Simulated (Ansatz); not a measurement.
# Ca2MgO3 (ordering on rocksalt) by several functionals

All numbers come from the plane-wave code Ansatz. These are computed values for a spin-unpolarised cell that may be hypothetical; none is a measurement.

Structure: Ca2MgO3 as one 6-atom ordering (I4/mmm) on the rocksalt lattice, at its r2SCAN minimum. Space group I4/mmm (No. 139), tetragonal; a = 3.299 Å, c = 13.762 Å in the conventional setting, 12.48 Å³ an atom. Mg is surrounded by 6 O at 2.16–2.33 Å; O is surrounded by 1 Mg at 2.16 Å and 5 Ca at 2.33–2.49 Å; Ca is surrounded by 6 O at 2.23–2.49 Å; O is surrounded by 2 Ca at 2.23 Å and 4 Mg at 2.33 Å.

```xyz
6
Lattice="-1.6493 1.6493 6.8811 1.6493 -1.6493 6.8811 1.6493 1.6493 -6.8811" Properties=species:S:1:pos:R:3 pbc="T T T"
Mg    0.0000    0.0000    0.0000
O     0.0000    0.0000   11.6050
Ca    0.0000    0.0000    4.6464
O     0.0000    0.0000    2.1573
Ca    0.0000    0.0000    9.1158
O     0.0000    0.0000    6.8811
```

Relaxed lattice by functional, symmetry kept:

| functional | k mesh | a (Å) | c (Å) | volume (Å³/atom) |
| --- | --- | --- | --- | --- |
| PBE | 10×10×10 | 3.327 | 13.882 | 12.81 |
| r2SCAN | 10×10×10 | 3.299 | 13.762 | 12.48 |

Band edges at fixed r2SCAN geometry:

| level | k mesh | gap (eV) | kind | edges | least direct gap (eV) |
| --- | --- | --- | --- | --- | --- |
| PBE | 10×10×10 | 3.97 | direct | Γ | 3.97 |
| r2SCAN | 10×10×10 | 4.68 | indirect | Γ → M | 4.73 |
| HSE06 | 6×6×6 | 5.54 | direct | Γ | 5.54 |
| PBE0 | 6×6×6 | 6.27 | direct | Γ | 6.27 |

PBE: smearing of 0.02 eV; the others have fixed occupations.
Wave cutoffs: 420 eV, 500 eV (r2SCAN).

The HSE06 gap is direct at Γ: 5.54 eV.

r2SCAN covers 45 % of the step from PBE to HSE06. The levels disagree on the kind of gap: direct with PBE, HSE06, PBE0; indirect with r2SCAN.

r2SCAN (ground state on 10×10×10): The electronic dielectric tensor ε∞ is 3.45 along x and y, 3.43 along z. Born charges, averaged over directions: Mg +2.09, O -2.27 to -2.21, Ca +2.33 e. The program notes that the ground state's band table doesn't vouch for all the bands that the response reads.
